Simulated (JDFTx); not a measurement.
Reference run:

```yaml
surface: Pt(110)
bulk: Pt, Fm-3m, lattice of mp-126 (not re-optimised)
slab: 5 atoms in 5 planes, 1x1, 5.6 Å between the outermost planes
in-plane cell: 3.943 × 2.788 Å, 10.99 Å²
cell_height: 21.6 Å
sampling: 6×8×1 k mesh, Fermi smearing 0.01 Ha, no spin polarisation
```

The reference is PBE, GBRV ultrasoft potentials, plane waves to 20/100 Ha; code: JDFTx (a modified build). Unrelaxed; liquid: CANDLE, water, 1 M NaF. U vs SHE = −μ/e − 4.44 V throughout (conventional absolute potential of the hydrogen electrode).

| Fermi smearing width | work function (eV) | U_pzc (V) | k states × plane waves | cycles, vacuum run | rough core time, vacuum run |
|---|---|---|---|---|---|
| 0.02 Ha | … | … | 20 × 6845 | 21 | 10 min |
| 0.01 Ha | 5.27 | 0.55 | 20 × 6845 | 21 | 6 min |
| 0.005 Ha | 5.28 | 0.56 | 20 × 6845 | 21 | 7 min |
| 0.003 Ha | 5.28 | 0.56 | 20 × 6845 | 21 | 5 min |

Q: Fill in the missing entries.

A: 
- 0.02 Ha, work function (eV): 5.22
- 0.02 Ha, U_pzc (V): 0.49

The times are rough (shared hosts); only ratios past two mean anything.
